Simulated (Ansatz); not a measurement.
Re:
```cif
data_Re4
_chemical_formula_sum 'Re4'
_space_group_name_H-M_alt 'P63/mmc'
_space_group_IT_number 194
_space_group_name_Hall '-P 6c 2c'
_cell_length_a 2.75123
_cell_length_b 2.75123
_cell_length_c 8.87516
_cell_angle_alpha 90.000
_cell_angle_beta 90.000
_cell_angle_gamma 120.000
loop_
_atom_site_label
_atom_site_type_symbol
_atom_site_symmetry_multiplicity
_atom_site_Wyckoff_symbol
_atom_site_fract_x
_atom_site_fract_y
_atom_site_fract_z
_atom_site_occupancy
Re1 Re 2 a 0.00000 0.00000 0.00000 1
Re2 Re 2 c 0.33333 0.66667 0.25000 1
```

Relaxed with PBEsol.

Decompose the optical modes at the zone centre into irreducible representations, and say which are infrared and Raman allowed.

Point group 6/mmm: Γ_opt = A2u + B1g + B2u + E1u + E2g + E2u. Infrared: A2u, E1u. Raman: E2g.

Assign frequencies (DFPT, PBEsol (plane waves, PAW; program Ansatz)).

E2g 89, E2u 90, E1u 118, A2u 143, B1g 174, B2u 178 cm⁻¹.

Subscripts of B labels follow the axes of the standard setting.

Space group P6_3/mmc (dhcp (α-La type)). The workflow started from a Materials Project entry (that database holds measured and hypothetical structures alike). Its sites differ from those of the usual phase in this space group: another stacking or structure type. The cell was relaxed with PBEsol under the symmetry of its start; its stability against distortions is not shown here. The run is not spin-polarised. As this level gives no gap, phonon frequencies hold no LO–TO term and depend on the k-mesh and smearing (Fermi–Dirac, 0.1 eV here). Scalar-relativistic: spin–orbit coupling is off unless named, which matters more the heavier the elements.

Potentials: the earlier of the program's two PAW sets. The files were generated under PBE; for other functionals the program regenerates the frozen cores, and for LDA and PBEsol the local potential too.
